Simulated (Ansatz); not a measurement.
Relaxed-ion elastic tensor of AlCo (CsCl type, Pm-3m) in GPa (Voigt order), the program Ansatz at the LDA level (PAW); density 6.54 g/cm³, 10.90 Å³ per atom.

```
326  148  148  0.0  0.0  0.0
148  326  148  0.0  0.0  0.0
148  148  326  0.0  0.0  0.0
0.0  0.0  0.0  158  0.0  0.0
0.0  0.0  0.0  0.0  158  0.0
0.0  0.0  0.0  0.0  0.0  158
```

Question: Is the crystal mechanically stable?

Answer: Yes: the smallest eigenvalue of C is 158 GPa.

Question: Work out the Voigt, Reuss and Hill averages.

Answer: K_V = 208, K_R = 208, K_H = 208; G_V = 130, G_R = 120, G_H = 125 GPa.

Question: Give Young's modulus, Poisson's ratio, Pugh's ratio and the universal anisotropy index.

Answer: E = 9KG/(3K + G) = 313 GPa; ν = 0.25; K/G = 1.65 (near the Pugh limit of 1.75, no verdict); A_U = 5G_V/G_R + K_V/K_R − 6 = 0.42.

Question: Estimate the sound speeds and the Debye temperature.

Answer: v_l = √((K + 4G/3)/ρ) = 7570 m/s, v_t = √(G/ρ) = 4380 m/s, mean 4860 m/s; Θ = (h/k)(3n/4πV)^(1/3) v_m = 653 K.

Question: Give the Zener ratio and Young's modulus along [100], [110] and [111].

Answer: A = 2C44/(C11 − C12) = 1.79; 1/E = S11 − 2(S11 − S12 − S44/2)Γ with Γ = 0, 1/4, 1/3 gives 233, 327, 379 GPa.

Question: Solve the Christoffel equation for the three sound speeds along [100], [110], [111].

Answer: Eigenvalues of C_ijkl n_j n_l equal ρv². In km/s, slowest first: [100] 4.92, 4.92, 7.06; [110] 3.68, 4.92, 7.77; [111] 4.14, 4.14, 8.00.

The cell was relaxed with LDA under the symmetry of its start; of distortions, only those at the zone centre were tested. The run is not spin-polarised. As this level gives no gap, shear constants depend on the k-mesh and smearing (Fermi–Dirac, 0.1 eV here).

Potentials: the later of the program's two PAW sets.
